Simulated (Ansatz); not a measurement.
This Si₂Ge₂P structure is the end of a relaxation. The cell was found from a structure generator's guess, not taken from experiment.

All numbers below come from DFT PBE, scalar-relativistic, plane waves, PAW in Ansatz. Cutoff 420 eV, Γ-centred mesh, Gaussian smearing, no spin polarisation.

```
CELL_PARAMETERS angstrom
4.54305 0.00000 0.00000
-2.27153 3.93440 0.00000
0.00000 0.00000 7.00943
ATOMIC_POSITIONS crystal
Si 0.00000 0.00000 0.69494
Si 0.00000 0.00000 0.30506
Ge 0.33333 0.66667 0.50000
Ge 0.66667 0.33333 0.50000
P 0.00000 0.00000 0.00000
```

Formation energies are uncorrected and refer to the elements' standard structures at the same level. The references include black phosphorus.

(1) Find its symmetry and describe it.

(2) What is its formation energy per atom?

(3) Is it a metal?

Results:

(1) P6/mmm (No. 191). Conventional cell: a = 4.543 Å, c = 7.009 Å. Around Si lie 1 P at 2.14 Å, 1 Si at 2.73 Å and 6 Ge at 2.96 Å; around Ge lie 3 Ge at 2.62 Å and 6 Si at 2.96 Å; P has 2 Si at 2.14 Å.

(2) +0.74 eV/atom. The separate elements lie lower, so it is unstable against them.

(3) Yes, bands cross the Fermi level on the 12×12×6 mesh.

The last run used a 12×12×6 mesh (in the run's order of axes) for its 5-atom cell and Gaussian smearing of 0.10 eV. No dispersion correction is applied, so the spacing and binding between layers, chains or molecules are poorly described. The cell is a metal run without spin; a magnetic state may lie lower. The reference form of P is held partly by dispersion forces, which this level lacks. A structure relaxed within its symmetry needn't be a true minimum. Another cell of Si2Ge2P relaxed alike, in R-3m, lies 0.51 eV/atom lower, so this cell isn't the stable form at this level.
